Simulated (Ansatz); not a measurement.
LuSb:
```yaml
crystal:
  lattice:
    - [0.00000, 2.99845, 2.99845]
    - [2.99845, 0.00000, 2.99845]
    - [2.99845, 2.99845, 0.00000]
  atoms:
    - { symbol: Lu, position: [0.00000, 0.00000, 0.00000] }
    - { symbol: Sb, position: [0.50000, 0.50000, 0.50000] }
```

This is the PBEsol-relaxed structure.

All from plane-wave PAW PBEsol (Ansatz code), unless another level is named. Predict the electronic character.

metallic (no gap).

What about the density of states at the Fermi level?

0.15 states/eV per atom (mean over ±0.08 eV).

Give the gap with spin–orbit coupling.

none (metallic).

Space group Fm-3m (rock salt). The first step of the workflow began from a Materials Project structure, measured or hypothetical; the Crystallography Open Database copy checked does not list it. Its standing as an ambient phase is unchecked. Symmetry was held in the PBEsol relaxation; of distortions, only those at the zone centre were tested. Scalar-relativistic: spin–orbit coupling is off unless named, which matters more the heavier the elements.

Potentials: the later of the program's two PAW sets.
